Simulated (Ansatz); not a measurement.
CdGaNO:
```
CdGaNO
1.0
    3.28651     0.00000     0.00000
   -1.64325     2.84620     0.00000
    0.00000     0.00000     5.70068
Ga Cd O N
1 1 1 1
Direct
  0.33333   0.66667   0.50127
  0.66667   0.33333   0.98040
  0.33333   0.66667   0.17216
  0.66667   0.33333   0.59616
```

Relaxed with r²SCAN.

Q: Map the electron localisation function on the plane through (0.333, 0.667, 0.501) spanned by u = [0, 0, 1] and v = [1, -1, 0] in lattice vectors, from the program Ansatz at the r²SCAN level (PAW).

A: x is the fraction of u, y of v (the angle between them is 90°; rows are the nearest grid lines); atoms in the plane: Ga at (0.00, 0.00), Cd at (0.48, 0.33), O at (0.67, 0.00), N at (0.09, 0.33).
```
|200122110000014677533688421002|
|000121110000013678655787421000|
|001121110000012578877887321000|
|222111100000001246777764211222|
|111111000000000123555542111111|
|111100000000000011233211001111|
|000000000000000000011000000000|
|000000000000000000000000000000|
|000000000000000000000000000000|
|000000000000000000000000000000|
|122111100011111100000000000011|
|344433211111222110000000000123|
|778777642123333332110000002467|
|887778752123445443210000013578|
|875468862124578753321000014678|
|751137872124799964321000014677|
|751037872134799964321000014677|
|888788862123456543210000013678|
|788888752123334332111110012467|
|456777542112222211134432111234|
|223344421111111113577764211122|
|001121110000012478877887311000|
|000121110000013678655787421000|
|200122110000014677533688421002|
```
Scale: ten equal steps from -0.007 (start of '0') to 0.970 (end of '9'), in the order '0123456789'; x runs from 0.000 to 1.00, y from 0.000 (bottom) to 1.00 (top).

The density is the valence pseudo-density with augmentation charge, so density and ELF within about 1 Å of a nucleus are not all-electron values.

Space group P3m1. The start of the workflow was typed in or built on a structure type; neither database checked (COD, Materials Project) lists it. Whether it is the stable phase at ambient conditions was not checked. The r²SCAN relaxation kept the symmetry of its start; its stability against distortions is not shown here.

Potentials: the earlier of the program's two PAW sets.
